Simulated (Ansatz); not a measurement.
Geometry optimisation in Ansatz: input, command and trajectory.

```yaml
crystal:
  lattice:
    - [4.5749895638, 0.0, 0.0]
    - [0.0, 4.5749895638, 0.0]
    - [0.0, 0.0, 4.3431892413]
  atoms:
    - { symbol: Mg, position: [0.25, 0.25, 0.4185288392] }
    - { symbol: Mg, position: [0.75, 0.75, 0.4185288392] }
    - { symbol: Mg, position: [0.75, 0.25, 0.9185288392] }
    - { symbol: Mg, position: [0.25, 0.75, 0.9185288392] }
    - { symbol: O, position: [0.5, 0.5, 0.1592561084] }
    - { symbol: O, position: [0.0, 0.0, 0.6592561084] }
basis:
  ecutwfc: 420
kpoints:
  mp_grid: { grid: [4, 4, 4] }
hamiltonian:
  xc: pbe
scf:
  occupations: { method: gaussian, width: 0.1 }
  lower_state_search: "off"
output:
  forces: true
  stress: true
  eigenvalues: true
relax:
  adjacent_minimum: "off"
  f_tol: 0.04
  max_steps: 70
  cell: { stress_tol: 0.4 }
```

```bash
ansatz run input.yaml --threads 1 --pin off --max-ram 2560MiB --backend cpu --events-out ev --progress --plain --runs-dir out
```

All numbers below come from DFT PBE, scalar-relativistic, plane waves, PAW (Ansatz 0.2.0).

Of 27 frames 10 are shown, positions in Å and forces in eV/Å; the SCF threshold varies from step to step. Steps run on the plane waves of an earlier cell, with a Pulay correction in the pressure. The basis is chosen afresh for the last frame, the zero of the energies, and at times for earlier ones too; energy and pressure step there, also at an unchanged geometry. Here that happened at step 8 (-18 meV/atom, 1.3 GPa); the frames before carry an error of that size. The mark taken_back stands on steps that the optimiser undid.

```xyz
6
Lattice="4.5750 0.0000 0.0000 0.0000 4.5750 0.0000 0.0000 0.0000 4.3432" Properties=species:S:1:pos:R:3:forces:R:3 pbc="T T T" step=1 free_energy_over_end_meV_per_atom=203.51 pressure_GPa=10.88
Mg    1.1437    1.1437    1.8177    0.1794    0.1794   -0.1781
Mg    3.4312    3.4312    1.8177   -0.1794   -0.1794   -0.1781
Mg    3.4312    1.1437    3.9893    0.1794   -0.1794   -0.1781
Mg    1.1437    3.4312    3.9893   -0.1794    0.1794   -0.1781
O     2.2875    2.2875    0.6917    0.0000    0.0000    0.3561
O     0.0000    0.0000    2.8633    0.0000    0.0000    0.3561
6
Lattice="5.0632 0.0000 0.0000 0.0000 5.0632 0.0000 0.0000 0.0000 3.9885" Properties=species:S:1:pos:R:3:forces:R:3 pbc="T T T" step=4 free_energy_over_end_meV_per_atom=102.88 pressure_GPa=-2.39
Mg    1.2633    1.2633    1.6601    0.0332    0.0332   -0.0261
Mg    3.7999    3.7999    1.6601   -0.0332   -0.0332   -0.0261
Mg    3.7949    1.2683    3.6544    0.0332   -0.0332   -0.0261
Mg    1.2683    3.7949    3.6544   -0.0332    0.0332   -0.0261
O     2.5316    2.5316    0.6535    0.0000    0.0000    0.0521
O     0.0000    0.0000    2.6478    0.0000    0.0000    0.0521
6
Lattice="5.1481 0.0000 0.0000 0.0000 5.1481 0.0000 0.0000 0.0000 3.5667" Properties=species:S:1:pos:R:3:forces:R:3 pbc="T T T" step=7 free_energy_over_end_meV_per_atom=78.80 pressure_GPa=0.10
Mg    1.2867    1.2867    1.4794   -0.0136   -0.0136    0.0084
Mg    3.8614    3.8614    1.4794    0.0136    0.0136    0.0084
Mg    3.8607    1.2874    3.2628   -0.0136    0.0136    0.0084
Mg    1.2874    3.8607    3.2628    0.0136   -0.0136    0.0084
O     2.5740    2.5740    0.5948    0.0000    0.0000   -0.0167
O     0.0000    0.0000    2.3781    0.0000    0.0000   -0.0167
6
Lattice="5.2185 0.0000 0.0000 0.0000 5.2185 0.0000 0.0000 0.0000 3.5039" Properties=species:S:1:pos:R:3:forces:R:3 pbc="T T T" step=10 free_energy_over_end_meV_per_atom=58.32 pressure_GPa=0.01
Mg    1.3038    1.3038    1.4547   -0.0004   -0.0004    0.0000
Mg    3.9147    3.9147    1.4547    0.0004    0.0004    0.0000
Mg    3.9130    1.3055    3.2066   -0.0004    0.0004    0.0000
Mg    1.3055    3.9130    3.2066    0.0004   -0.0004    0.0000
O     2.6092    2.6092    0.5816    0.0000    0.0000    0.0000
O     0.0000    0.0000    2.3336    0.0000    0.0000    0.0000
6
Lattice="5.2179 0.0000 0.0000 0.0000 5.2179 0.0000 0.0000 0.0000 3.5055" Properties=species:S:1:pos:R:3:forces:R:3 pbc="T T T" step=13 free_energy_over_end_meV_per_atom=58.32 pressure_GPa=0.00
Mg    1.3035    1.3035    1.4552   -0.0001   -0.0001   -0.0002
Mg    3.9144    3.9144    1.4552    0.0001    0.0001   -0.0002
Mg    3.9124    1.3055    3.2080   -0.0001    0.0001   -0.0002
Mg    1.3055    3.9124    3.2080    0.0001   -0.0001   -0.0002
O     2.6089    2.6089    0.5821    0.0000    0.0000    0.0004
O     0.0000    0.0000    2.3348    0.0000    0.0000    0.0004
6
Lattice="5.2179 0.0000 0.0000 0.0000 5.2179 0.0000 0.0000 0.0000 3.5039" Properties=species:S:1:pos:R:3:forces:R:3 pbc="T T T" step=15 free_energy_over_end_meV_per_atom=58.31 pressure_GPa=0.02
Mg    1.3007    1.3007    1.4521    0.0033    0.0033   -0.0030
Mg    3.9173    3.9173    1.4521   -0.0033   -0.0033   -0.0030
Mg    3.9096    1.3083    3.2041    0.0033   -0.0033   -0.0030
Mg    1.3083    3.9096    3.2041   -0.0033    0.0033   -0.0030
O     2.6090    2.6090    0.5867    0.0000    0.0000    0.0061
O     0.0000    0.0000    2.3386    0.0000    0.0000    0.0061
6
Lattice="5.2180 0.0000 0.0000 0.0000 5.2180 0.0000 0.0000 0.0000 3.4982" Properties=species:S:1:pos:R:3:forces:R:3 pbc="T T T" step=18 free_energy_over_end_meV_per_atom=58.25 pressure_GPa=0.07
Mg    1.2891    1.2891    1.4393    0.0146    0.0146   -0.0135
Mg    3.9289    3.9289    1.4393   -0.0146   -0.0146   -0.0135
Mg    3.8980    1.3199    3.1884    0.0146   -0.0146   -0.0135
Mg    1.3199    3.8980    3.1884   -0.0146    0.0146   -0.0135
O     2.6090    2.6090    0.6067    0.0000    0.0000    0.0269
O     0.0000    0.0000    2.3558    0.0000    0.0000    0.0269
6
Lattice="5.2180 0.0000 0.0000 0.0000 5.2180 0.0000 0.0000 0.0000 3.4017" Properties=species:S:1:pos:R:3:forces:R:3 pbc="T T T" step=21 free_energy_over_end_meV_per_atom=48.29 pressure_GPa=-1.24
Mg    1.1505    1.1505    1.2752    0.1359    0.1359   -0.1529
Mg    4.0675    4.0675    1.2752   -0.1359   -0.1359   -0.1529
Mg    3.7595    1.4585    2.9761    0.1359   -0.1359   -0.1529
Mg    1.4585    3.7595    2.9761   -0.1359    0.1359   -0.1529
O     2.6090    2.6090    0.8387    0.0000    0.0000    0.3058
O     0.0000    0.0000    2.5396    0.0000    0.0000    0.3058
6
Lattice="5.2640 0.0000 0.0000 0.0000 5.2640 0.0000 0.0000 0.0000 2.9610" Properties=species:S:1:pos:R:3:forces:R:3 pbc="T T T" step=24 free_energy_over_end_meV_per_atom=75.26 pressure_GPa=4.27 taken_back
Mg    1.2008    1.2008    1.0243   -0.4944   -0.4944   -0.0927
Mg    4.0632    4.0632    1.0243    0.4944    0.4944   -0.0927
Mg    3.8328    1.4312    2.5048   -0.4944    0.4944   -0.0927
Mg    1.4312    3.8328    2.5048    0.4944   -0.4944   -0.0927
O     2.6320    2.6320    0.9016    0.0000    0.0000    0.1854
O     0.0000    0.0000    2.3821    0.0000    0.0000    0.1854
6
Lattice="5.2123 0.0000 0.0000 0.0000 5.2123 0.0000 0.0000 0.0000 3.1569" Properties=species:S:1:pos:R:3:forces:R:3 pbc="T T T" step=27 free_energy_over_end_meV_per_atom=0.00 pressure_GPa=0.18
Mg    1.0814    1.0814    1.0496   -0.0019   -0.0019   -0.0051
Mg    4.1308    4.1308    1.0496    0.0019    0.0019   -0.0051
Mg    3.6876    1.5247    2.6280   -0.0019    0.0019   -0.0051
Mg    1.5247    3.6876    2.6280    0.0019   -0.0019   -0.0051
O     2.6061    2.6061    1.0460    0.0000    0.0000    0.0101
O     0.0000    0.0000    2.6244    0.0000    0.0000    0.0101
```

The start is a random arrangement. At the end the space group is P4_2/mnm (tolerance 0.05 Å).

It took 100 s on 1 thread of Intel(R) Xeon(R) Platinum 8375C CPU @ 2.90GHz (Ice Lake), on a shared host, peak memory 0.4 GiB.

The k mesh is coarse. Spin polarisation was left out, and a magnetic state may lie lower.